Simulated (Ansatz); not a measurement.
A frame of NaMg5Cl11 from dynamics at 1150 K, with the forces (eV/Å) computed on a k mesh in the last three columns. All numbers below come from DFT PBE, scalar-relativistic, plane waves, PAW (Ansatz).

Plane waves to 420 eV, a k mesh through Γ of 3×3×3 on the computed 17-atom cell and Fermi–Dirac smearing (0.10 eV); no spin polarisation.

```xyz
17
Lattice="7.336 -0.102 -0.175 -0.102 7.490 -0.186 -0.175 -0.186 8.055" Properties=species:S:1:pos:R:3:forces:R:3 pbc="T T T"
Na    4.539    7.159    5.567   -0.430   -0.350   -0.470
Cl    4.813    2.124    6.034   -0.590   -0.110    1.200
Cl    6.950    3.340    0.615   -0.180   -0.740    0.360
Cl    3.125    1.336    1.521    0.370    0.500   -0.500
Cl    6.158    0.616    3.465   -0.110    0.140   -0.210
Cl    6.255    5.275    5.535    0.450   -0.740   -0.610
Cl    1.359    2.291    4.460   -0.620    0.070    1.180
Cl    4.790    6.403    0.957    1.340   -0.810   -0.300
Cl    4.392    4.111    3.438    1.280    0.610   -0.170
Cl    1.260    5.885    2.059    0.180   -0.500    0.060
Cl    0.246    0.139    7.789   -0.440    0.540    0.180
Cl    2.381    5.538    6.583    0.180   -1.700   -3.320
Mg    6.372    2.796    4.574   -0.070    0.500   -0.410
Mg    2.621    6.699    0.303   -1.130    1.620    3.020
Mg    6.719    5.523   -0.296    0.530   -0.580    0.960
Mg    6.125    0.968    1.161    0.080    1.050   -0.030
Mg    2.593    3.100    2.855   -0.830    0.500   -0.930
```

Static pressure 4.6 GPa (no kinetic part), a gap on the mesh of 4.04 eV.

Counting as bonded all pairs within 1.2 times the summed covalent radii, but none from a metal cation to another cation:

```tsv
atom → neighbour	mean count	mean length (Å)	spread (Å)
Cl → Mg	2.00	2.40	0.19
Cl → Na	0.36	2.70	0.19
Mg → Cl	4.40	2.40	0.19
Na → Cl	4.00	2.70	0.19
```

Angles between all pairs of such bonds at an atom (mean ± spread): 112 ± 23° at Cl, 107 ± 26° at Mg, 110 ± 27° at Na.

An odd mesh misses points on the zone edge, so a gap read on it can be too wide.

Cost: 1 run of about 1 core-minutes, on Arm Neoverse V2 (shared hosts).